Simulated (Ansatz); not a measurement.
Problem. Zr (hcp (Mg type), P6_3/mmc) is relaxed with plane-wave PAW r²SCAN+D4 (Ansatz code). What lattice parameters of the conventional cell result?

Solution. a = 3.242 Å, c = 5.145 Å.

The r²SCAN+D4 relaxation kept the symmetry of its start. The run is not spin-polarised. The pairwise dispersion correction was not fitted to metals. Axis ratios of metals converge slowly with the k-mesh, so a and c are less sure than the volume.

Potentials: the earlier of the program's two PAW sets.
